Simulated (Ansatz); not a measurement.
Input and command of a plane-wave DFT calculation in Ansatz:

```yaml
crystal:
  lattice:
    - [3.43338912, 0.0, 0.0]
    - [0.0, 3.43338912, 0.0]
    - [0.0, 0.0, 3.43338912]
  atoms:
    - { symbol: Ti, position: [0.0, 0.0, 0.0] }
    - { symbol: Al, position: [0.5, 0.5, 0.5] }
basis:
  ecutwfc: 420
kpoints:
  mp_grid: { grid: [16, 16, 16] }
hamiltonian:
  xc: lda
scf:
  occupations: { method: gaussian, width: 0.15 }
output:
  forces: true
  stress: true
  eigenvalues: true
```

```bash
ansatz run input.yaml --threads 1 --pin off --max-ram 2560MiB --backend cpu --events-out ev --progress --plain --runs-dir out
```

Processor: Intel(R) Xeon(R) Platinum 8259CL CPU @ 2.50GHz (Skylake/Cascade Lake), 1 thread, on a host shared with other jobs.

Question: How long does it run, and how much memory does it take?

Answer: About 4.9 s on 1 thread of Intel(R) Xeon(R) Platinum 8259CL CPU @ 2.50GHz (Skylake/Cascade Lake), on a shared host, peak memory 0.38 GiB. It solves 12 bands at 165 k points (the mesh reduced by the symmetry that the task leaves, which can be less than the crystal's) with about 751 plane waves, in 6 SCF iterations.
